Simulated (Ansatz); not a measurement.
# Mo-97 NMR of the central transition in MoS₂ at a changed volume

Cell: an entry of the Crystallography Open Database (COD), relaxed with PBE at fixed cell and then changed (volume scaled by 0.98, ions relaxed).

```cif
data_MoS2
_symmetry_space_group_name_H-M 'P6_3/mmc'
_symmetry_Int_Tables_number 194
_cell_length_a 3.1189
_cell_length_b 3.1189
_cell_length_c 12.4459
_cell_angle_alpha 90.000
_cell_angle_beta 90.000
_cell_angle_gamma 120.000
loop_
_atom_site_label
_atom_site_type_symbol
_atom_site_symmetry_multiplicity
_atom_site_Wyckoff_symbol
_atom_site_fract_x
_atom_site_fract_y
_atom_site_fract_z
Mo Mo 2 c 0.3333 0.6667 0.2500
S S 4 f 0.3333 0.6667 0.6231
```

One atom of each set is listed.

All values are calculated (Ansatz; DFT, PBE, plane waves and PAW, scalar-relativistic, collinear spin, 420 eV cutoff, Γ-centred 16×16×4 k-points, Fermi–Dirac smearing 0.02 eV), not measured. Start moments as typed (μB): 2 on each Mo, none on the rest.

Mo-97 has I = 5/2 and Q = 255.0 mb (Pyykkö 2018); at 11.7 T its Larmor frequency is ν₀ = 33.3 MHz (from the bare nuclear moment; shielding lowers the observed one by a per cent or two). Only the quadrupole interaction is simulated: positions count from each site's isotropic chemical shift, and shift anisotropy, dipolar and J coupling are left out.

Simulated pattern of one Mo site (static powder, Gaussian broadening 100 kHz):

(offset (kHz), height): (-1171.6, 7), (-1090.3, 78), (-1008.9, 100), (-927.5, 66), (-846.1, 52), (-764.7, 45), (-683.3, 41), (-602.0, 38), (-520.6, 36), (-439.2, 35), (-357.8, 34), (-276.4, 33), (-195.0, 33), (-113.7, 33), (-32.3, 31), (49.1, 27), (130.5, 27), (211.9, 29), (293.3, 32), (374.6, 37), (456.0, 46), (537.4, 71), (618.8, 56), (700.2, 5)

(1) Which |C_Q| and η does the pattern imply?

Results:

(1) The pattern spans 1684 kHz before broadening and its centre of gravity is at -323 kHz, which fixes P_Q; the places of the horns and steps fix η. That gives P_Q = 42.4 MHz, |C_Q| = 42.4 MHz and η = 0.00. The sign of C_Q can't be read from the pattern.

An axis of threefold or higher order runs through Mo, so V_zz lies along it and η is zero.

With ν_Q/ν₀ up to 0.19, terms beyond second order are no longer negligible.

Without spin–orbit coupling (the program notes it for Mo) the gradients can shift somewhat, as the gap is small. At this changed cell the PBE pressure is 5 GPa. The start moments die out, and the run ends without spin.
